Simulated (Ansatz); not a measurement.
Data:

LiTaO3:
Space group P4mm (No. 99); a = 3.894 Å, b = 3.894 Å, c = 3.961 Å, α = 90.00°, β = 90.00°, γ = 90.00°

```csv
atom,site,symmetry,x,y,z
Ta,1b,4mm,0.5000,0.5000,0.4058
Li,1a,4mm,0.0000,0.0000,0.1586
O,1b,4mm,0.5000,0.5000,0.8666
O,2c,2mm.,0.0000,0.5000,0.3375
```

This is the LDA-relaxed structure.

Q: All from plane-wave PAW LDA (Ansatz code), unless another level is named. Give the band gap.

A: 2.13 eV (indirect).

Q: And the formation energy from the elements (no fitted shifts)?

A: -2.75 eV/atom.

Q: And the electron effective mass?

A: 0.30, 0.30, 13 mₑ (principal values).

Q: Next, the smallest direct gap on the standard path?

A: 2.97 eV.

The start of the workflow was typed in or built on a structure type; neither database checked (COD, Materials Project) lists it. It is not the phase usual at ambient conditions (space group No. 161). The LDA relaxation kept the symmetry of its start. At this level the phase is dynamically unstable (imaginary phonons). The run is not spin-polarised. The references are the lowest solids computed at this level, not always the standard phases (solids in place of the gases). Spin–orbit coupling is left out wherever it is not named.

Potentials: the later of the program's two PAW sets.
